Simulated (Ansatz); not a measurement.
ZrC (rock salt), conventional cell a = 4.6689 Å, b = 4.6689 Å, c = 4.6689 Å, α = 90.00°, β = 90.00°, γ = 90.00°. The calculation uses the primitive cell of 2 atoms, to which meshes and values per cell refer.

Equation-of-state scan: isotropic scaling of the cell above, V₀ being its volume. Symmetry pins the atoms to their sites.

Calculation: PBEsol (plane waves to 420 eV, PAW, scalar-relativistic; Ansatz, an electronic-structure program). k mesh 17×17×17 (Γ-centred), Fermi-Dirac smearing 0.05 eV. E stands for the smeared free energy. Compression counts positive. ZrC is run without spin polarisation. ZrC was relaxed with its symmetry unable to fall. ΔE is measured from the relaxed starting cell.

### Question
What ΔE (kJ/mol of atoms) and P (GPa) does the calculation give at V/V₀ = 0.960, 0.970, 0.990, 1.010, 1.020, 1.030, 1.040, 1.060?

### Answer
| V/V₀ | ΔE (kJ/mol of atoms) | P (GPa) |
|---|---|---|
| 0.960 | 1.5 | 10.5 |
| 0.970 | 0.9 | 7.6 |
| 0.990 | 0.1 | 2.4 |
| 1.010 | 0.1 | -2.3 |
| 1.020 | 0.3 | -4.5 |
| 1.030 | 0.8 | -6.6 |
| 1.040 | 1.4 | -8.5 |
| 1.060 | 2.9 | -12.2 |

(Under strain, the slope of the energy per volume gives the stress and its curvature an elastic modulus.)
